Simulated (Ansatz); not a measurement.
Notes on a calculation: LaOs3 in the AuCu3-type structure

The computed numbers are results of PBE, scalar-relativistic (no spin polarisation) in the plane-wave PAW code Ansatz at 420 eV, Γ-centred 8×8×8 mesh, 0.05 eV Gaussian smearing; PAW files: Ansatz's generated set soft_2.

The structure was built from a prototype; whether the compound forms in it isn't claimed.

The first cell:

```
CELL_PARAMETERS angstrom
4.22577 0.00000 0.00000
0.00000 4.22577 0.00000
0.00000 0.00000 4.22577
ATOMIC_POSITIONS crystal
La 0.00000 0.00000 0.00000
Os 0.00000 0.50000 0.50000
Os 0.50000 0.50000 0.00000
Os 0.50000 0.00000 0.50000
```

The steps in volume:

```csv
run,level,k-mesh,kind,V (Å³/atom),P (GPa),E − E(final) (meV/atom),gap on the mesh (eV)
1,PBE,8×8×8,fixed cell,18.87,-9.3,31.7,metal
2,PBE,8×8×8,fixed cell,17.70,1.4,0.6,metal
3,PBE,8×8×8,fixed cell,17.83,0.0,0.0,metal
```

Cell and atoms are those of this level's equilibrium.

The final structure (symmetry read at 0.01 Å). It takes space group Pm-3m (No. 221, cubic). Conventional cell: a = 4.147 Å, b = 4.147 Å, c = 4.147 Å, α = 90.00°, β = 90.00°, γ = 90.00°. Around La (site symmetry m-3m) lie 12 Os at 2.93 Å. Os (site symmetry 4/mmm) is surrounded by 4 La at 2.93 Å and 8 Os at 2.93 Å. (Shells end 15 % past the nearest neighbour.)

```json
{"atom": "La", "site": "1a", "symmetry": "m-3m", "x": "0.0000", "y": "0.0000", "z": "0.0000"}
{"atom": "Os", "site": "3c", "symmetry": "4/mm.m", "x": "0.0000", "y": "0.5000", "z": "0.5000"}
```

- At the final geometry the gap, band path included, is zero (metallic).
- The equation of state gives B0 = 187 GPa and B0′ = 4.5.
- Against the elements' standard states, run alike and uncorrected, the formation energy is 0.81 eV/atom, so this structure is unstable against them at this level.

**Reading the result.**

With 59 valence electrons in the calculation's cell and no magnetic order, the bands, two electrons each, can't all be full or empty: band theory demands a metal. (Only strong correlation, outside this picture, could make a Mott insulator of it.)

These numbers lack spin–orbit coupling.
